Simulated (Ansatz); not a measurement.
ZnInGaO₄:
```xyz
7
Lattice="1.6392 0.9464 8.4945 -1.6392 0.9464 8.4945 0.0000 -1.8928 8.4945" Properties=species:S:1:pos:R:3 pbc="T T T"
Zn     0.0000     0.0000     5.5733
In     0.0000     0.0000     0.0719
Ga     0.0000     0.0000    20.0603
O      0.0000     0.0000     7.5149
O      0.0000     0.0000    18.1260
O      0.0000     0.0000     3.0899
O      0.0000     0.0000    22.0146
```

Relaxed with DFT-LDA in the program Ansatz with PAW potentials. Indices refer to the conventional cell of R3m, a = 3.2784 Å, b = 3.2784 Å, c = 25.4836 Å, α = 90.00°, β = 90.00°, γ = 120.00°.

Question: Simulate the powder diffraction pattern (Ag Kα, λ = 0.560885 Å; lines above 1 %) up to 2θ = 30°.

Answer: Simulated powder pattern, Ag Kα, λ = 0.560885 Å (kinematic, ideal powder, no thermal factors, no anomalous dispersion; the 30 strongest lines at most, above 1 %, up to 2θ = 30°):

```tsv
2θ (°)	d (Å)	I/Imax (%)	hkl
3.78	8.495	11	(0003)
7.57	4.247	19	(0006)
11.37	2.832	65	(0009)
11.41	2.822	85	(1 0 -1 1)
11.62	2.771	6.5	(0 1 -1 2)
12.42	2.593	100	(1 0 -1 4)
12.98	2.480	86	(0 1 -1 5)
14.39	2.239	1.5	(1 0 -1 7)
15.18	2.124	2.0	(0 0 0 12)
15.21	2.119	17	(0 1 -1 8)
17.01	1.896	52	(1 0 -1 10)
19.00	1.699	4.2	(0 0 0 15)
19.70	1.639	73	(1 1 -2 0)
20.02	1.613	19	(1 0 -1 13)
20.07	1.610	1.2	(1 1 -2 3)
21.09	1.532	49	(0 1 -1 14)
21.13	1.529	7.6	(1 1 -2 6)
22.80	1.419	55	(1 1 -2 9)
22.82	1.417	12	(0 2 -2 1)
22.85	1.416	7.4	(0 0 0 18)
23.35	1.386	17	(0 2 -2 4)
23.67	1.368	17	(2 0 -2 5)
24.43	1.326	2.1	(0 1 -1 17)
24.96	1.298	1.6	(1 1 -2 12)
24.98	1.297	3.7	(2 0 -2 8)
26.14	1.240	13	(0 2 -2 10)
26.74	1.213	11	(1 0 -1 19)
27.51	1.180	8.0	(1 1 -2 15)
28.24	1.150	6.2	(0 2 -2 13)
29.02	1.119	16	(2 0 -2 14)
```

Symmetry was held in the LDA relaxation.

Potentials: the later of the program's two PAW sets.
